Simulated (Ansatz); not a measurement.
A trial structure of Si₂O was built thus: SrCd2 type (Imma) distorted into a subgroup (Ima2, No. 46) (cell multiple 1; largest shift (Å) 0.23). Lengths were set from tabulated atomic sizes, so they are only a guess.

```cif
data_structure
_symmetry_space_group_name_H-M 'Ima2'
_symmetry_Int_Tables_number 46
_cell_length_a 6.5433
_cell_length_b 6.7181
_cell_length_c 3.9082
_cell_angle_alpha 90.000
_cell_angle_beta 90.000
_cell_angle_gamma 90.000
_cell_volume 171.80
loop_
_atom_site_label
_atom_site_type_symbol
_atom_site_symmetry_multiplicity
_atom_site_Wyckoff_symbol
_atom_site_fract_x
_atom_site_fract_y
_atom_site_fract_z
_atom_site_occupancy
Si1 Si 8 c 0.08659 0.66565 0.01895 1
O1 O 4 b 0.75000 0.97566 0.96211 1
```

The calculation used Ansatz, DFT PBE, scalar-relativistic, plane waves, PAW. Cutoff 420 eV, Gaussian smearing, Γ-centred meshes. Cell and atoms relax first on a coarse mesh and then on a finer one. In between, the cell is made exact in the group found at 0.06 Å. In metals the finer mesh still leaves noise of several meV/atom or more. The steps can't lower the symmetry of their start. No spin polarisation in the relaxation; trial moments died out in a coarse test.

A guess keeps its type if space group and coordination stay and the shape of the cell changes little (axis ratios within about 15 %, angles within 6°); the volume may change.

Question: Will the relaxed cell still be of the starting type?

Answer: It doesn't keep its type. The symmetry goes from Ima2 (No. 46) to Imma (No. 74). The volume per atom grows by 31.9 %, from 14.3 to 18.9 Å³. The shortest distance goes from 2.14 Å (Si–Si) to 1.69 Å (Si–O). Counting neighbours within 15 % of an atom's shortest distance, the start has O 6, Si 4 and the end O 2, Si 1. In detail, at the end Si has 1 O at 1.69 Å and 3 Si at 2.37–2.39 Å; around O lie 2 Si at 1.69 Å.

```
Si O
1.0
    -1.96573    4.67311    3.08291
     1.96573   -4.67311    3.08291
     1.96573    4.67311   -3.08291
Si O
4 2
Cartesian
  1.9657 -0.8167 2.2236
  0.0000 0.8167 5.3065
  0.0000 5.4898 0.8593
  1.9657 3.8565 -2.2236
  1.9657 -2.3366 2.9650
  0.0000 7.0097 0.1179
```

The zero of energy is the elements' standard structures at the same level (O₂ as a molecule); no fitted shifts are applied.

Question: At what energy does it end?

Answer: −1.02 eV/atom. A negative formation energy is needed for stability but isn't enough: competing phases decide.

The last run used a 12×12×12 mesh for its 6-atom cell and Gaussian smearing of 0.10 eV. A structure relaxed within its symmetry needn't be a true minimum.
